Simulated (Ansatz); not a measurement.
Theory: DFT PBE, scalar-relativistic, plane waves, PAW (Ansatz 0.2.0). All cells share a 420 eV cutoff and Γ-centred k meshes spaced at most about 0.3 Å⁻¹ (about 0.25 or finer for metals, 2π included). No spin polarisation in the final relaxations.

Temperature and zero-point effects are left out. All come from trial cells, and lower structures may exist.

Task: Which of these relaxed structures of Hf₄C is the lowest in energy?
1. Space group I4/m (No. 87), tetragonal, a = 6.141 Å, c = 5.354 Å. Hf is surrounded by 1 C at 2.22 Å, 5 Hf at 2.89–3.14 Å and 6 Hf at 3.34–3.37 Å; C is surrounded by 4 Hf at 2.22 Å.
2. Space group P-3m1 (No. 164), trigonal, a = 3.248 Å, c = 10.365 Å. Hf on its first site is surrounded by 3 C at 2.27 Å and 12 Hf at 3.19–3.26 Å; Hf on its second site is surrounded by 12 Hf at 3.08–3.26 Å; around C lie 6 Hf at 2.27 Å.
3. Space group Im-3m (No. 229), cubic, a = 5.768 Å. Hf is surrounded by 2 C at 2.50 Å and 6 Hf at 2.88 Å; C has 8 Hf at 2.50 Å.

Result: 2. It has space group P-3m1 (No. 164); the next, 1, with space group I4/m (No. 87), lies 0.62 eV/atom higher. Counting Hf atoms around C (those within 1.25 times the shortest such distance or 1.15 times the sum of covalent radii, 1.27 where that leaves under three), the lowest has C 6 and the next has C 4.

These runs have no spin–orbit coupling, which can matter for Hf. Cells relaxed within their symmetry can be saddle points. Some structure types and database cells were kept out of the candidates from the start, so a known form may be missing.
